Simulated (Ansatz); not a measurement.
Consider the following.

Relaxed SiC (wurtzite):

```
CELL_PARAMETERS angstrom
      6.15095     0.00000     0.00000
     -1.53774     2.66344     0.00000
      0.00000     0.00000     5.04859
ATOMIC_POSITIONS crystal
  Si 0.33333 0.33333 0.00050
  Si 0.83333 0.33333 0.00050
  Si 0.16667 0.66667 0.50050
  Si 0.66667 0.66667 0.50050
  C  0.33333 0.33333 0.62470
  C  0.83333 0.33333 0.62470
  C  0.16667 0.66667 0.12470
  C  0.66667 0.66667 0.12470
```

A phonon eigenvector at M = (0.5, 0.0, 0.0) is frozen into this cell: atom i moves by Q times the vector below, so Q is the largest atomic displacement, in Å. The cell is held. (q is in reciprocal vectors of the primitive cell; the cell shown is doubled to hold the pattern.)

```csv
atom,x,y,z
Si1,-0.860,-0.497,-0.117
Si2,0.860,0.497,0.117
Si3,0.860,0.497,-0.117
Si4,-0.860,-0.497,0.117
C5,-0.430,-0.248,0.422
C6,0.430,0.248,-0.422
C7,0.430,0.248,0.422
C8,-0.430,-0.248,-0.422
```

The numbers are results of r2SCAN (plane waves to 500 eV, PAW, scalar-relativistic; Ansatz, a first-principles code), not measurements. k mesh 6×12×7 (Γ-centred), Fermi-Dirac smearing 0.05 eV. E stands for the smeared free energy. SiC was relaxed with its symmetry unable to fall. The PAW data are Ansatz's earlier set. ΔE is measured from the undisplaced structure.

The scan covers Q from -0.180 to 0.180 Å in 13 points.

Q: Which space group does the distorted structure have?

A: Pmn2_1 (No. 31), lowered from P6_3mc.

Q: What is the energy change at Q = 0.180 Å?

A: 2435 meV/cell.

Q: What harmonic wavenumber does the curvature at Q = 0 give?

A: 564 cm⁻¹.

(For displaced atoms, the force is minus the slope of the energy, and its curvature is a force constant, which sets phonon frequencies.)
